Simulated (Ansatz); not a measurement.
Relaxed Ta (bcc, W type):

```yaml
crystal:
  lattice:
    - [-3.30510, 3.30510, 3.30510]
    - [1.65255, -1.65255, 1.65255]
    - [1.65255, 1.65255, -1.65255]
  atoms:
    - { symbol: Ta, position: [0.00000, 0.00000, 0.00000] }
    - { symbol: Ta, position: [0.50000, 0.00000, 0.00000] }
```

The atoms are displaced by Q × the pattern below (from a DFPT mode at N = (0.5, 0.0, 0.0), largest move 1; Q in Å), at fixed cell. (q is in reciprocal vectors of the primitive cell; the cell shown is doubled to hold the pattern.)

| atom | x | y | z |
|---|---|---|---|
| Ta1 | 1.000 | 0.000 | 0.000 |
| Ta2 | -1.000 | 0.000 | 0.000 |

Method: r2SCAN (plane waves to 500 eV, PAW, scalar-relativistic; Ansatz, an electronic-structure program). k mesh 10×20×20 (Γ-centred), Fermi-Dirac smearing 0.05 eV. E stands for the smeared free energy. With partly filled bands, energies and forces of such displacements shift with the k mesh and the smearing. Spin-orbit coupling is left out, though Ta is heavy. Ta is run without spin polarisation. Ta was relaxed with its symmetry unable to fall. The PAW data are Ansatz's earlier set. The zero of ΔE is the undisplaced structure.

Successive frames, forces in eV/Å:

| frame | ΔE (meV/cell) | F on Ta1 | F on Ta2 |
|---|---|---|---|
| Q = 0.083 Å | 101 | (-1.155, 0.000, 0.000) | (1.155, 0.000, 0.000) |
| Q = 0.067 Å | 66 | (-0.955, 0.000, 0.000) | (0.955, 0.000, 0.000) |
| Q = 0.050 Å | 38 | (-0.737, 0.000, 0.000) | (0.737, 0.000, 0.000) |
| Q = 0.033 Å | 17 | (-0.503, 0.000, 0.000) | (0.503, 0.000, 0.000) |

Task: What are the energy and the forces in the next frame, Q = 0.017 Å?

Result: ΔE (meV/cell) = 4.

```json
[
 {"atom": "Ta1", "Fx": "-0.255", "Fy": "0.000", "Fz": "0.000"},
 {"atom": "Ta2", "Fx": "0.255", "Fy": "0.000", "Fz": "0.000"}
]
```

(A displaced cell: forces are minus the slopes of the energy, force constants its curvatures, and phonons follow from these.)
